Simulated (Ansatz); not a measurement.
Al2Au (fluorite or antifluorite type), relaxed and computed with several functionals in Ansatz (plane waves, PAW). Much of their spread follows the volume that each gives.

```
functional  V (Å³/atom)  K_Hill (GPa)
----------  -----------  ------------
PBEsol            18.03           115
PBE               18.55           105
LDA               17.61           122
r²SCAN            18.09             ?
```

### Question
Fit a straight line to ln K against ln V and predict the withheld value.

### Answer
Least squares on the 3 shown rows: ln K = -2.90 × ln V + (13.126), with a scatter of 0 %. For r²SCAN this gives 113. The run itself gave 118, outside the scatter: the line misses something about this case.

All cells were relaxed under the symmetry of their starts (and spin orders); stability against distortions was not tested throughout. Scalar-relativistic: spin–orbit coupling is off unless named, which matters more the heavier the elements.

Potentials: the later of the program's two PAW sets.

Ansatz (an electronic-structure program) is a plane-wave DFT program.
